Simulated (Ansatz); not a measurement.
**Does this entry for KBiHI3O10 lie near equilibrium?**

The cell is a refined structure from the COD, atoms as given.

```cif
data_KBiHI3O10
_symmetry_space_group_name_H-M 'P-1'
_symmetry_Int_Tables_number 2
_cell_length_a 7.2662
_cell_length_b 8.1678
_cell_length_c 8.8629
_cell_angle_alpha 101.621
_cell_angle_beta 93.801
_cell_angle_gamma 109.318
loop_
_atom_site_label
_atom_site_type_symbol
_atom_site_symmetry_multiplicity
_atom_site_Wyckoff_symbol
_atom_site_fract_x
_atom_site_fract_y
_atom_site_fract_z
K K 2 i 0.1764 0.1432 0.8933
Bi Bi 2 i 0.3765 0.0534 0.2693
H H 2 i 0.1956 0.2498 0.2756
I7 I 2 i 0.5257 0.3993 0.6672
I9 I 2 i 0.9606 0.2557 0.4936
I11 I 2 i 0.7774 0.3448 0.0850
O13 O 2 i 0.1528 0.1532 0.2056
O15 O 2 i 0.1181 0.9176 0.3984
O17 O 2 i 0.7685 0.1701 0.3282
O19 O 2 i 0.7699 0.4836 0.9538
O21 O 2 i 0.4950 0.1826 0.6983
O23 O 2 i 0.4475 0.3238 0.4565
O25 O 2 i 0.2901 0.4056 0.7197
O27 O 2 i 0.5161 0.2316 0.0900
O29 O 2 i 0.8850 0.4238 0.6102
O31 O 2 i 0.8136 0.1561 0.9559
```

One atom of each set is listed.

Level of theory: DFT, PBE, plane waves and PAW, scalar-relativistic, 420 eV cutoff, Γ-centred 4×3×3 k-points, Fermi–Dirac smearing 0.02 eV (Ansatz 0.2.0).

Task: Do the atoms and the cell lie near the calculated equilibrium?

Result: No. The largest force is 9.1 eV/Å, on atom 5 (H: 1 O at 0.85 Å; also 1 O at 2.19 Å), and the pressure is 9.2 GPa. Bonds to hydrogen as short as 0.85 Å are the usual result of locating hydrogen with X-rays, and they can account for much of this: hydrogen has to be relaxed before the gradients can be taken for those of the compound.
